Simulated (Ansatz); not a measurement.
BeTe (zinc blende), relaxed with PBE (Ansatz, a first-principles code, plane waves, PAW): a = b = c = 5.664 Å, α = β = γ = 90.00°.

| Quantity | Result |
|---|---|
| gap (eV) | 2.03 |
| B₀ by P(V) fit (GPa) | 56.4 |

Question: The same phase is relaxed and computed with HSE06 in the same code. What are the cell and these values now?

Answer: a = 5.6314 Å, b = 5.6314 Å, c = 5.6314 Å, α = 90.00°, β = 90.00°, γ = 90.00°.

gap (eV): 2.66
B₀ by P(V) fit (GPa): 60.8

All cells were relaxed under the symmetry of their starts (and spin orders); stability against distortions was not tested throughout. Spin–orbit coupling is left out wherever it is not named.

Potentials: the earlier of the program's two PAW sets.

Ansatz is a plane-wave DFT program.
